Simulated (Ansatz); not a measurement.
Li$_{6}$GaSi$_{2}$, a known structure type with other elements, at an estimated volume

```
CELL_PARAMETERS angstrom
3.36183 5.82286 0.00000
-3.36183 5.82286 0.00000
0.00000 0.00000 3.29951
ATOMIC_POSITIONS crystal
Si 0.33330 0.33340 0.50000
Si 0.66670 0.66660 0.50000
Li 0.59960 0.40040 0.00000
Li 0.40040 0.00000 0.00000
Li 0.00000 0.59960 0.00000
Li 0.24180 0.75820 0.50000
Li 0.75820 0.00000 0.50000
Li 0.00000 0.24180 0.50000
Ga 0.00000 0.00000 0.00000
```

Level: PBE, no spin polarisation; 420 eV; 6×6×10 Γ-centred mesh; fermi-dirac occupations (width 0.111 eV); Ansatz 0.2.0, fixed geometry.

**Question.** Is it stable against the elements?

**Answer.** 0.04 eV an atom against the elements' usual phases (free molecules for gases, crystals otherwise, with no correction for O₂ or N₂), too near zero to call. Relaxing would lower it.

**Question.** Describe some of the short contacts.

**Answer.** Li–Ga at 2.32 Å: least valence density 0.16 e/Å³ and ELF 0.07 there. Si–Li at 2.60 Å: least valence density 0.11 e/Å³ and ELF 0.03 there. Li–Li at 2.87 Å: least valence density 0.07 e/Å³ and ELF 0.09 there. Both are smooth PAW fields, read partly inside the augmentation spheres.

**Question.** Which atom feels the largest force, and which way?

**Answer.** The largest is on Li6 (and as large on other atoms): 1.32 eV/Å, components (1.32, 0.00, 0.00). It makes 135° with the line to a nearest neighbour, Ga9 at 2.32 Å, pointing away from it.

**Question.** What does the stress say?

**Answer.** The pressure is 6.2 GPa (compression positive), so with the atoms held at these fractions the cell would first expand; the forces are large, so a full relaxation may end otherwise. The principal stresses 4.8, 6.9, 6.9 GPa differ, so its shape would change too.

**Question.** Is there a gap?

**Answer.** It is a metal, with about 3.8 states/eV a cell as the mean within 0.25 eV of the Fermi level, mostly Si p (44 %) and Ga p (38 %).

**Question.** Give the Bader charges.

**Answer.** Bader charges in e: Li +0.81, Ga -1.70, Si -1.57. In the mean Li gives up most and Ga takes most.

Origin: a known structure type with other elements, at an estimated volume, so it need not be a known compound.
